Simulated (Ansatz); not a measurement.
BaS:
```yaml
crystal:
  lattice:
    - [0.00000, 3.13576, 3.13576]
    - [3.13576, 0.00000, 3.13576]
    - [3.13576, 3.13576, 0.00000]
  atoms:
    - { symbol: Ba, position: [0.00000, 0.00000, 0.00000] }
    - { symbol: S, position: [0.50000, 0.50000, 0.50000] }
```

Cartesian axes are those of the cell as given.

Give the high-frequency dielectric tensor and the Born effective charge tensors of the independent atoms from DFPT, LDA in the plane-wave PAW code Ansatz.


ε∞:
```
5.13  0.00  0.00
0.00  5.13  0.00
0.00  0.00  5.13
```
Z* of atom 1 (Ba), rows: field, columns: displacement, in e:
```
2.63  0.00  0.00
0.00  2.63  0.00
0.00  0.00  2.63
```
Z* of atom 2 (S), rows: field, columns: displacement, in e:
```
-2.63   0.00   0.00
 0.00  -2.63   0.00
 0.00   0.00  -2.63
```

Space group Fm-3m (rock salt). The LDA relaxation kept the symmetry of its start. Spin–orbit coupling is left out wherever it is not named.

Potentials: the later of the program's two PAW sets.
